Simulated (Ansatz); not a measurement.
Input, command and steps of an Ansatz relaxation.

```yaml
crystal:
  lattice:
    - [1.836367431, 1.0602272306, 8.5124945504]
    - [-1.836367431, 1.0602272306, 8.5124945504]
    - [0.0, -2.1204544612, 8.5124945504]
  atoms:
    - { symbol: Mg, position: [0.0, 0.0, 0.0] }
    - { symbol: Mg, position: [0.2095, 0.2095, 0.2095] }
    - { symbol: Mg, position: [0.7905, 0.7905, 0.7905] }
    - { symbol: S, position: [0.4, 0.4, 0.4] }
    - { symbol: S, position: [0.6, 0.6, 0.6] }
basis:
  ecutwfc: 420
kpoints:
  mp_grid: { grid: [6, 6, 6] }
hamiltonian:
  xc: pbe
scf:
  occupations: { method: gaussian, width: 0.1 }
  lower_state_search: "off"
output:
  forces: true
  stress: true
  eigenvalues: true
relax:
  adjacent_minimum: "off"
  f_tol: 0.04
  max_steps: 70
  cell: { stress_tol: 0.4 }
```

```bash
ansatz run input.yaml --threads 1 --pin off --max-ram 2560MiB --backend cpu --events-out ev --progress --plain --runs-dir out
```

Method: DFT PBE, scalar-relativistic, plane waves, PAW (Ansatz).

Of 6 frames 5 are shown, positions in Å and forces in eV/Å; the SCF threshold varies from step to step. Steps run on the plane waves of an earlier cell, with a Pulay correction in the pressure. The basis is chosen afresh for the last frame, the zero of the energies, and at times for earlier ones too; energy and pressure step there, also at an unchanged geometry.

```xyz
5
Lattice="1.8364 1.0602 8.5125 -1.8364 1.0602 8.5125 0.0000 -2.1205 8.5125" Properties=species:S:1:pos:R:3:forces:R:3 pbc="T T T" step=1 free_energy_over_end_meV_per_atom=61.75 pressure_GPa=-0.61
Mg    0.0000    0.0000    0.0000    0.0000    0.0000    0.0000
Mg    0.0000    0.0000    5.3501    0.0000    0.0000    0.7536
Mg    0.0000    0.0000   20.1874    0.0000    0.0000   -0.7536
S     0.0000    0.0000   10.2150    0.0000    0.0000   -0.9956
S     0.0000    0.0000   15.3225    0.0000    0.0000    0.9956
5
Lattice="1.8453 1.0654 8.5451 -1.8453 1.0654 8.5451 0.0000 -2.1308 8.5451" Properties=species:S:1:pos:R:3:forces:R:3 pbc="T T T" step=2 free_energy_over_end_meV_per_atom=4.99 pressure_GPa=-0.31
Mg    0.0000    0.0000    0.0000    0.0000    0.0000    0.0000
Mg    0.0000    0.0000    5.5664    0.0000    0.0000   -0.3994
Mg    0.0000    0.0000   20.0689    0.0000    0.0000    0.3994
S     0.0000    0.0000   10.0717    0.0000    0.0000   -0.2440
S     0.0000    0.0000   15.5636    0.0000    0.0000    0.2440
5
Lattice="1.8332 1.0584 8.5998 -1.8332 1.0584 8.5998 0.0000 -2.1168 8.5998" Properties=species:S:1:pos:R:3:forces:R:3 pbc="T T T" step=3 free_energy_over_end_meV_per_atom=2.43 pressure_GPa=-0.06
Mg    0.0000    0.0000    0.0000    0.0000    0.0000    0.0000
Mg    0.0000    0.0000    5.5908    0.0000    0.0000   -0.3055
Mg    0.0000    0.0000   20.2086    0.0000    0.0000    0.3055
S     0.0000    0.0000   10.1340    0.0000    0.0000   -0.1965
S     0.0000    0.0000   15.6653    0.0000    0.0000    0.1965
5
Lattice="1.8256 1.0540 8.5451 -1.8256 1.0540 8.5451 0.0000 -2.1080 8.5451" Properties=species:S:1:pos:R:3:forces:R:3 pbc="T T T" step=4 free_energy_over_end_meV_per_atom=0.29 pressure_GPa=0.53
Mg    0.0000    0.0000    0.0000    0.0000    0.0000    0.0000
Mg    0.0000    0.0000    5.5222    0.0000    0.0000   -0.0345
Mg    0.0000    0.0000   20.1130    0.0000    0.0000    0.0345
S     0.0000    0.0000   10.0630    0.0000    0.0000   -0.0137
S     0.0000    0.0000   15.5723    0.0000    0.0000    0.0137
5
Lattice="1.8305 1.0568 8.5766 -1.8305 1.0568 8.5766 0.0000 -2.1137 8.5766" Properties=species:S:1:pos:R:3:forces:R:3 pbc="T T T" step=6 free_energy_over_end_meV_per_atom=0.00 pressure_GPa=-0.03
Mg    0.0000    0.0000    0.0000    0.0000    0.0000    0.0000
Mg    0.0000    0.0000    5.5415    0.0000    0.0000    0.0055
Mg    0.0000    0.0000   20.1883    0.0000    0.0000   -0.0055
S     0.0000    0.0000   10.0987    0.0000    0.0000   -0.0013
S     0.0000    0.0000   15.6311    0.0000    0.0000    0.0013
```

The start puts this composition into another compound's structure type, which needn't suit it. At the end the space group is R-3m (tolerance 0.05 Å).

It took 31 s on 1 thread of Intel(R) Xeon(R) Platinum 8259CL CPU @ 2.50GHz (Skylake/Cascade Lake), with other jobs on the host, peak memory 0.43 GiB.

The k mesh is coarse.